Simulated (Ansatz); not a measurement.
## Y2Ga9Rh3: field gradients at two levels of theory

Cell: a Materials Project structure (computed, not necessarily an observed phase).

Space group Cmcm (No. 63); a = 12.9361, b = 7.5081, c = 9.4957 Å.

```
site  Wyckoff  site symmetry       x       y       z
   Y       8g            ..m  0.6644  0.1665  0.7500
 Ga5       8f            m..  0.5000  0.6653  0.4348
 Ga9       8g            ..m  0.8961  0.0588  0.7500
Ga13      16h              1  0.3339  0.8316  0.9226
Ga21       4c            m2m  0.5000  0.8716  0.7500
Rh23       4b          2/m..  0.5000  0.0000  0.0000
Rh25       8e            2..  0.1715  0.0000  0.0000
```

One atom of each set is listed; the run and its k-mesh use a cell of 28 atoms with edges of 7.48, 7.48, 9.50 Å.

First run. The numbers come from a DFT calculation in Ansatz (PBE, plane waves and PAW, scalar-relativistic, 420 eV cutoff, Γ-centred 5×5×4 k-points, Fermi–Dirac smearing 0.05 eV).

| site | V_zz (10²¹ V/m²) | η |
| --- | --- | --- |
| Y | 0.66 | 0.46 |
| Ga5 | 8.74 | 0.02 |
| Ga9 | 4.55 | 0.85 |
| Ga13 | 5.93 | 0.11 |
| Ga21 | -4.65 | 0.94 |
| Rh23 | 1.31 | 0.15 |
| Rh25 | 1.31 | 0.45 |

Second run. The same atoms and settings, except that the functional is r2SCAN and the cutoff is 500 eV.

Q: What does the second run give?

A: 

| site | V_zz | η | change of V_zz |
| --- | --- | --- | --- |
| Y | 0.70 | 0.39 | +0.04 |
| Ga5 | 9.29 | 0.00 | +0.55 |
| Ga9 | 4.78 | 0.74 | +0.23 |
| Ga13 | 6.22 | 0.08 | +0.29 |
| Ga21 | 4.79 | 0.94 | – |
| Rh23 | 1.13 | 0.19 | -0.18 |
| Rh25 | 1.16 | 0.54 | -0.15 |

The largest change of V_zz along a kept axis is on Ga5, from 8.74 to 9.29. In per cent, |V_zz| changes by +5 to +6 on Ga (all sites that start above 2, bar those whose gradient vanishes or changes sign or whose main axis turns by over 40°). On Ga21 the largest principal value lies along another axis in the second run, so the two V_zz can't be compared directly.

With no gap above 0.1 eV, as in a metal, the gradients converge slowly in k; expect changes of a tenth or more on a denser mesh. Without spin–orbit coupling (the program notes it for Rh and Y) the gradients can shift somewhat, as the gap is small. With these PAW files V_zz is typically within 2 to 3 % of all-electron values, but misses above 10 % occur on Rh.
